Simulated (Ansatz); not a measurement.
**YIn: a fit and a missing row**

YIn, P4/mmm, a = 3.490 Å, c = 4.324 Å. The structure is a Materials Project entry; whether it is the stable form wasn't checked. Ansatz: r2SCAN, PAW, 500 eV, Γ-centred 12×12×10 mesh on 2 atoms, Gaussian smearing 0.10 eV; no spin polarisation. Shape and atoms are relaxed at each volume; pressure is positive in compression.

```tsv
V (Å³/atom)	P (GPa)
24.749	4.37
25.539	2.01
26.329	0.00
27.119	?
27.908	-3.16
```

Question: Take V0 = 26.329 Å³/atom, fit the third-order Birch–Murnaghan form to the other rows, and predict the missing pressure.

Answer: With the Eulerian strain f = ½[(V0/V)^(2/3) − 1] and y = P/[3f(1 + 2f)^(5/2)], the form is the line y = B0 + 1.5 B0 (B0′ − 4) f. Rows (f, y): 0.02106, 62.4; 0.01026, 62.1; -0.01904, 61.0. Means f = 0.004093, y = 61.833; Σ(Δf)² = 0.0008610, ΣΔfΔy = 0.03054; the slope is their ratio. y = 61.69 + 35.46 f GPa, so B0 = 61.7 GPa and B0′ = 4 + 2 × (35.46)/(3 × 61.69) = 4.38. At V = 27.119, f = -0.00976, y = 61.34 and P = -1.71 GPa. The run gave -1.72 GPa, so the fit is 0.01 GPa too high, a small miss on the scale of the series.